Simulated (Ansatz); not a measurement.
GaP (rock salt, Fm-3m), a = b = c = 5.1189 Å, α = β = γ = 90.00°; the cell used has 2 atoms.

Relaxed with r²SCAN.

Q: Tabulate the valence density and the electron localisation function along the shortest Ga–P contact (2.56 Å), DFT-r²SCAN in the program Ansatz with PAW potentials.

A: 

```tsv
distance from Ga (Å)	density (e/Å³)	ELF
0.26	25.25	0.01
0.38	11.04	0.03
0.51	4.04	0.08
0.64	1.53	0.17
0.77	0.76	0.24
0.90	0.49	0.27
1.02	0.39	0.33
1.15	0.36	0.47
1.28	0.37	0.65
1.41	0.42	0.77
1.54	0.51	0.84
1.66	0.61	0.86
1.79	0.70	0.84
1.92	0.71	0.74
2.05	0.60	0.45
2.18	0.41	0.11
2.30	0.21	0.01
```

The density is the valence pseudo-density with augmentation charge, so density and ELF within about 1 Å of a nucleus are not all-electron values.

The start of the workflow was typed in or built on a structure type; neither database checked (COD, Materials Project) lists it. It is not the phase usual at ambient conditions (space group No. 216). The cell was relaxed with r²SCAN under the symmetry of its start; its stability against distortions is not shown here. Spin–orbit coupling is left out wherever it is not named.

Potentials: the earlier of the program's two PAW sets.
